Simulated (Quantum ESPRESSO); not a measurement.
Space group P3₂21 (No. 154); a = b = 4.1611 Å, c = 9.5046 Å, α = β = 90.00°, γ = 120.00°

```tsv
atom	site	symmetry	x	y	z
S	3b	.2.	0.4982	0.4982	0.5000
Hg	3a	.2.	0.7144	0.7144	0.0000
```

Cell and atoms were relaxed with PBE+D3(BJ) from Materials Project entry mp-9252, within its symmetry.

Q: What does PBEsol (pw.x of Quantum ESPRESSO, ONCV potentials, no spin-orbit coupling) give for the electronic structure near the Fermi level?

A: The PBEsol gap is indirect, 1.21 eV, from 86 % of the way from H to A to Γ; the smallest direct gap is 1.24 eV. Another valence extremum on the path lies within 0.02 eV, too close to call. Without spin-orbit coupling, band edges of such heavy elements can be off by tenths of an eV.
